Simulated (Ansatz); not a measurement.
Relaxed-ion elastic tensor of Cr (bcc (W type), space group No. 229) in GPa (Voigt order), DFT-r²SCAN in the program Ansatz with PAW potentials; density 6.66 g/cm³, 12.96 Å³ per atom.

```
301  7.2  7.2  0.0  0.0  0.0
7.2  301  7.2  0.0  0.0  0.0
7.2  7.2  301  0.0  0.0  0.0
0.0  0.0  0.0  107  0.0  0.0
0.0  0.0  0.0  0.0  107  0.0
0.0  0.0  0.0  0.0  0.0  107
```

Problem. Is the crystal mechanically stable?

Solution. Yes: the smallest eigenvalue of C is 107 GPa.

Problem. Work out the Voigt, Reuss and Hill averages.

Solution. K_V = 105, K_R = 105, K_H = 105; G_V = 123, G_R = 120, G_H = 121 GPa.

Problem. Give Young's modulus, Poisson's ratio, Pugh's ratio and the universal anisotropy index.

Solution. E = 9KG/(3K + G) = 262 GPa; ν = 0.08; K/G = 0.87 (brittle by the Pugh limit of 1.75); A_U = 5G_V/G_R + K_V/K_R − 6 = 0.12.

Problem. Estimate the sound speeds and the Debye temperature.

Solution. v_l = √((K + 4G/3)/ρ) = 6320 m/s, v_t = √(G/ρ) = 4260 m/s, mean 4650 m/s; Θ = (h/k)(3n/4πV)^(1/3) v_m = 590 K.

Space group Im-3m (bcc (W type)). The r²SCAN relaxation kept the symmetry of its start, as lowered by the spin order. Magnetic state: antiferromagnetic, chosen from 3 collinear starts compared on coarse meshes (ties went to the first, and starts can fall back to one state), not a proven ground state. Textbook magnetic order: a spin-density-wave antiferromagnet. Other orbital occupations within this spin state were not tried. As this level gives no gap, shear constants depend on the k-mesh and smearing (Fermi–Dirac, 0.1 eV here).

Potentials: the later of the program's two PAW sets.
